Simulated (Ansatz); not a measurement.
# SrTiO$_{3}$: comparing deformations

Method: Ansatz, DFT PBEsol, scalar-relativistic, plane waves, PAW. The runs took a 420 eV cutoff, a Γ-centred 8×8×8 mesh and Gaussian smearing (0.05 eV). No spin polarisation. Energies are free energies at this smearing, counted from the undisturbed cell; pressure is positive in compression.

The starting cell (relaxed at this level; it needn't be the usual structure):

```yaml
crystal:
  lattice:
    - [3.89112, 0.00000, 0.00000]
    - [0.00000, 3.89112, 0.00000]
    - [0.00000, 0.00000, 3.89112]
  atoms:
    - { symbol: Sr, position: [0.00000, 0.00000, 0.00000] }
    - { symbol: Ti, position: [0.50000, 0.50000, 0.50000] }
    - { symbol: O, position: [0.00000, 0.50000, 0.50000] }
    - { symbol: O, position: [0.50000, 0.00000, 0.50000] }
    - { symbol: O, position: [0.50000, 0.50000, 0.00000] }
```

The cell is strained by ε times a Voigt pattern (xx, yy, zz, yz, xz, xy; engineering shear) with fractional coordinates fixed. τ = (1/V0) dE/dε comes from the stress tensor. Of each scan, only the three points used here are listed.

| pattern | ε | τ (GPa) |
| --- | --- | --- |
| (1, 1, 0, 0, 0, 0) | -0.0150 | -14.70 |
| (1, 1, 0, 0, 0, 0) | 0.0000 | 0.00 |
| (1, 1, 0, 0, 0, 0) | 0.0150 | 12.63 |
| (0, 0, 1, 0, 0, 0) | -0.0150 | -5.69 |
| (0, 0, 1, 0, 0, 0) | 0.0000 | 0.00 |
| (0, 0, 1, 0, 0, 0) | 0.0150 | 4.85 |
| (0, 0, 0, 1, 0, 0) | -0.0050 | -0.57 |
| (0, 0, 0, 1, 0, 0) | 0.0000 | 0.00 |
| (0, 0, 0, 1, 0, 0) | 0.0050 | 0.57 |
| (1, -1, 0, 0, 0, 0) | -0.0125 | -6.18 |
| (1, -1, 0, 0, 0, 0) | 0.0000 | 0.00 |
| (1, -1, 0, 0, 0, 0) | 0.0125 | 6.18 |

Task: Which constants do the scans give, and which deformation costs least for the same size of strain tensor?

Result: The slope dτ/dε at zero (parabola through three points) is pᵀCp: (1, 1, 0, 0, 0, 0) gives 2(C11 + C12) = 911 GPa; (0, 0, 1, 0, 0, 0) gives C11 = 351 GPa; (0, 0, 0, 1, 0, 0) gives C44 = 114 GPa; (1, -1, 0, 0, 0, 0) gives 2(C11 − C12) = 495 GPa. The size of the strain tensor, ε:ε, is ε² times 2.0, 1.0, 0.5, 2.0. Per unit of it the stiffnesses are 456, 351, 228, 247 GPa, so (0, 0, 0, 1, 0, 0) is the softest of these: at ε:ε = (1 %)² the quadratic term costs 0.84 meV/atom against 1.68 for the stiffest.

Task: What else follows for this cubic crystal?

Result: From the unrounded slopes C11 = 351.3 and C12 = 104.3 GPa, so B = (C11 + 2 C12)/3 = 187 GPa and the Poisson ratio for a pull along a cube edge is C12/(C11 + C12) = 0.23. Symmetry also asks 2(C11 − C12) = 494 GPa, against 495 from its own scan.

Task: How anisotropic is this cubic crystal?

Result: Zener's ratio 2 C44/(C11 − C12) = 0.92; it is 1 for an isotropic solid.

Symmetry holds off the tilts and polar distortions that many cubic perovskites undergo.